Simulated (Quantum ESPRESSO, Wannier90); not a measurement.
# CaPdF$_{6}$ (R-3), plane waves to Wannier functions

```
CaPdF6
1.0
   -2.57051     4.45225     0.00000
   -5.14101     0.00000     0.00000
   -2.57051     1.48408     4.89179
Ca Pd F
1 1 6
Direct
  0.50000   0.50000   0.50000
  0.00000   0.00000   0.00000
  0.38449   0.78174   0.76996
  0.61551   0.21826   0.23004
  0.78174   0.06381   0.76996
  0.21826   0.93619   0.23004
  0.06381   0.38449   0.76996
  0.93619   0.61551   0.23004
```

Structure: Materials Project mp-7922, symmetrised, not relaxed again. COD (Crystallography Open Database) has an entry of this formula and space group (matched by these alone). Level: PBEsol, no spin polarisation, no spin-orbit coupling; pw.x of Quantum ESPRESSO at 68 Ry with PseudoDojo potentials, 4×4×4 k-points, Wannier90. Density: 8×8×8 mesh, cold smearing 0.01 Ry.

Base run: 23 functions from bands 15-50 of the 50 computed, start hydrogen-like Pd: d; F: p, centres 0.05 Å off the atoms, frozen window up to 3.59 eV relative to the valence-band maximum, outer window open. One setting was then changed (edges relative to the valence-band maximum; misfit to pw.x on a path, for states up to 2.3 eV relative to the valence-band maximum).

```csv
run,Ω_I (Å²),rms misfit (meV),worst (meV)
base,13.58,0.2,0.8
changed,11.57,228,653
```

Problem. Which change was made?
A) frozen window to 1.59 eV
B) no frozen window
C) frozen window to 3.09 eV

Solution. B, no frozen window. The others give:

```json
[
 {"run": "frozen window to 1.59 eV", "Ω_I (Å²)": "13.30", "rms misfit (meV)": "26", "worst (meV)": "147"},
 {"run": "frozen window to 3.09 eV", "Ω_I (Å²)": "13.58", "rms misfit (meV)": "0.2", "worst (meV)": "0.8"}
]
```
